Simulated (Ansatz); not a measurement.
A distorted cell of Ir (fcc, Cu type):

```
CELL_PARAMETERS angstrom
      3.83029     0.00000     0.00000
      0.00000     3.83029     0.00000
      0.00000     0.00000     3.83029
ATOMIC_POSITIONS crystal
  Ir 0.00000 0.00000 0.00000
  Ir 0.47009 0.47009 0.00000
  Ir 0.50000 0.00000 0.50000
  Ir 0.00000 0.50000 0.50000
```

Level of theory: PBEsol (plane waves to 420 eV, PAW, scalar-relativistic; Ansatz, an electronic-structure program). k mesh 10×10×10 (Γ-centred), Fermi-Dirac smearing 0.05 eV. Energies are smeared free energies. Compression counts positive. With partly filled bands, energies and forces of such displacements shift with the k mesh and the smearing. Ir is run without spin polarisation. Ir was relaxed with its symmetry unable to fall. Spin-orbit coupling is left out, though Ir is heavy. The PAW data are Ansatz's earlier set.

### Question
Predict the force on every atom, in eV/Å.

### Answer
| atom | Fx | Fy | Fz |
|---|---|---|---|
| Ir1 | -0.885 | -0.885 | 0.000 |
| Ir2 | 1.787 | 1.787 | 0.000 |
| Ir3 | -0.105 | -0.797 | 0.000 |
| Ir4 | -0.797 | -0.105 | 0.000 |

### Question
Give the stress tensor in GPa and the pressure.

### Answer
```
    2.8      2.3      0.0
    2.3      2.8      0.0
    0.0      0.0      1.9
```
The pressure, a third of the trace, is 2.5 GPa.

### Question
In it atom 2 sits (-0.115, -0.115, 0.000) Å away from its relaxed site. What is its energy relative to the relaxed cell?

### Answer
198 meV/cell.

(For displaced atoms, the force is minus the slope of the energy, and its curvature is a force constant, which sets phonon frequencies.)
